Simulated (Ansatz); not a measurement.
Polymorphs of MoPd, each relaxed with the program Ansatz at the PBE level (PAW):

A: Cmcm
a = 2.658 Å, b = 10.624 Å, c = 4.352 Å, α = β = γ = 90.00°

| atom | site | symmetry | x | y | z |
|---|---|---|---|---|---|
| Mo | 4c | m2m | 0.0000 | 0.3258 | 0.2500 |
| Pd | 4c | m2m | 0.0000 | 0.0695 | 0.2500 |

B: CsCl type (Pm-3m)
a = 3.1590 Å, b = 3.1590 Å, c = 3.1590 Å, α = 90.00°, β = 90.00°, γ = 90.00°

```csv
atom,site,symmetry,x,y,z
Pd,1a,m-3m,0.0000,0.0000,0.0000
Mo,1b,m-3m,0.5000,0.5000,0.5000
```

**Question.** Rank these by energy per atom at 0 K (lowest first), as PBE gives it.

**Answer.** A (+0 meV/atom), B (+422 meV/atom)

Typed or built starts, not in the databases checked: A; B. All cells were relaxed under the symmetry of their starts (and spin orders); stability against distortions was not tested throughout. Rows with no word on spin ran without spin polarisation. Scalar-relativistic: spin–orbit coupling is off unless named, which matters more the heavier the elements.

Energies hold the estimated change up to a 700 eV cutoff; steps of a few meV lie near the error of the meshes.

Potentials: the earlier of the program's two PAW sets.
